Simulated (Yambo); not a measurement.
Yambo run on TiCdO3 (space group R-3, No. 148). The wavefunctions are PBEsol (Quantum ESPRESSO, PseudoDojo norm-conserving, 102 Ry, without SOC) ones on a 2×2×2 mesh (50 occupied bands); a = b = c = 5.823 Å, α = β = γ = 53.70°.

Yambo input:

```
rim_cut
gw0
dyson
el_el_corr
HF_and_locXC
ppa
em1d
RandQpts= 1000000
RandGvec= 1 Ry
EXXRLvcs= 102 Ry
VXCRLvcs= 408 Ry
Chimod= "HARTREE"
% BndsRnXp
 11 | 200 |
%
NGsBlkXp= 2 Ry
% LongDrXp
 1.0 | 1.0 | 1.0 |
%
PPAPntXp= 27.2114 eV
% GbndRnge
 1 | 200 |
%
GTermKind= "BG"
DysSolver= "n"
ExtendOut
% QPkrange
 1 | 1 | 50 | 51 |
 3 | 3 | 50 | 50 |
%
```

k points by index: 1 = Γ, 3 = F.

Resulting energies as the program prints them:

```
#    K-point    Band    Eo [eV]    E [eV]    E-Eo [eV]    Vxc [eV]    Vnlxc [eV]    Sc|Eo [eV]    Sc|E [eV]    dSc/dw|Eo [eV]    Re(Z)    Im(Z)
#
    1    50    -0.009137    -0.543622    -0.534485    -20.79345    -25.73600    4.277648    4.408073    -6.638548    0.803881    -0.001303
    1    51    3.060939    4.350012    1.289073    -16.59668    -10.87581    -4.152618    -4.431804    -5.892878    0.821989    -0.001174
    3    50    0.000000    -0.510886    -0.510886    -20.55557    -25.45771    4.265708    4.391254    -6.685257    0.802773    -0.001323
```
(The two width columns are left out.) Convergence of these settings isn't established.

Geometry of the Materials Project entry, not relaxed at this level.
